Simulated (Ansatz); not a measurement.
Input:

Starting cell, KTaO₃ (cubic perovskite):

```xyz
10
Lattice="8.0464 0.0000 0.0000 4.0232 4.0232 0.0000 0.0000 0.0000 4.0232" Properties=species:S:1:pos:R:3 pbc="T T T"
K      0.0000     0.0000     0.0000
K      4.0232     0.0000     0.0000
Ta     2.0116     2.0116     2.0116
Ta     6.0348     2.0116     2.0116
O      8.0464     2.0116     2.0116
O      4.0232     2.0116     2.0116
O      2.0116     2.0116     0.0000
O      6.0348     2.0116     0.0000
O      2.0116     0.0000     2.0116
O      6.0348     0.0000     2.0116
```

A phonon eigenvector at M = (0.5, 0.5, 0.0) is frozen into this cell: atom i moves by Q times the vector below, so Q is the largest atomic displacement, in Å. The cell is held. (q is in reciprocal vectors of the primitive cell; the cell shown is doubled to hold the pattern.)

```tsv
atom	x	y	z
O5	0.000	1.000	0.000
O6	0.000	-1.000	0.000
O9	-1.000	0.000	0.000
O10	1.000	0.000	0.000
```

Atoms not listed stay in place.

The numbers are results of PBE (plane waves to 420 eV, PAW, scalar-relativistic; Ansatz, a first-principles code), not measurements. k mesh 8×8×8 (Γ-centred), Fermi-Dirac smearing 0.05 eV. The energy includes the smearing's −TS. KTaO3 is run without spin polarisation. KTaO3 was relaxed with its symmetry unable to fall. Spin-orbit coupling is left out, though Ta is heavy. The PAW data are Ansatz's earlier set. The zero of ΔE is the undisplaced structure.

The scan covers Q from -0.100 to 0.100 Å in 13 points.

**Question.** Which space group does the distorted structure have?

**Answer.** P4/mbm (No. 127), lowered from Pm-3m.

**Question.** Is this a single well or a double well?

**Answer.** A single well with its minimum at or next to zero displacement.

**Question.** What is the energy change at Q = 0.100 Å?

**Answer.** 31.9 meV/cell.

**Question.** What harmonic wavenumber does the curvature at Q = 0 give?

**Answer.** 163 cm⁻¹.

(For displaced atoms, the force is minus the slope of the energy, and its curvature is a force constant, which sets phonon frequencies.)
